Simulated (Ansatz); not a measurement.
SiSn:
```
CELL_PARAMETERS angstrom
      3.82988     0.00000     0.00000
     -1.91494     3.31677     0.00000
      0.00000     0.00000     3.49251
ATOMIC_POSITIONS crystal
  Sn 0.00000 0.00000 0.00000
  Si 0.66667 0.33333 0.50000
```

Relaxed with PBEsol. Special points in fractions of this cell's reciprocal vectors: Γ (0.000, 0.000, 0.000); M (0.500, 0.000, 0.000); K (0.333, 0.333, 0.000); A (0.000, 0.000, 0.500); L (0.500, 0.000, 0.500); H (0.333, 0.333, 0.500).

### Question
List the band energies nearest the Fermi level at these points for plane-wave PAW PBEsol (Ansatz code).

### Answer
In eV from the Fermi level; about four levels below and three above (degenerate sets whole), none deeper than 8.9 eV; points with the same levels are listed once.

```csv
k,below,above
Γ,-0.53 -0.06,0.06 0.06 3.50 3.50
M,-7.62 -1.99,0.42 1.72 4.17
K,-8.20 -8.16 -4.69,2.41 3.68 4.73
A,-8.80 -8.76,2.12 2.12 3.67 3.67
L,-6.47 -6.22 -4.24 -4.18,0.99 1.48 3.23
H,-4.31 -4.24 -1.48 -1.43,7.52 8.86 9.27
```

Space group P-6m2. The cell is a constructed one: a structure type filled with these elements; neither database checked (COD, Materials Project) lists it. Its standing as an ambient phase is unchecked. The cell keeps a stress of up to 0.2 GPa. Symmetry was held in the PBEsol relaxation; its stability against distortions is not shown here. Scalar-relativistic: spin–orbit coupling is off unless named, which matters more the heavier the elements.

Potentials: the later of the program's two PAW sets.
